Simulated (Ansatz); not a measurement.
Crystals of one structure type (wurtzite) and one family of elements, relaxed and computed with DFT-PBE in the program Ansatz with PAW potentials.

| crystal | gap (eV) | electron conductivity mass (mₑ) |
|---|---|---|
| CdSe | 0.54 | 0.057 |
| ZnO | 0.74 | ? |
| CdS | 1.11 | 0.12 |
| ZnS | 2.08 | 0.17 |

Q: Fit a straight line to ln m* against ln E_g and predict the withheld value.

A: Least squares on the 3 shown rows: ln m* = 0.82 × ln E_g + (-2.313), with a scatter of 8 %. For ZnO this gives 0.077. The run itself gave 0.14, outside the scatter: the line misses something about this case.

All cells were relaxed under the symmetry of their starts (and spin orders); stability against distortions was not tested throughout. Scalar-relativistic: spin–orbit coupling is off unless named, which matters more the heavier the elements.

Potentials: the later of the program's two PAW sets.
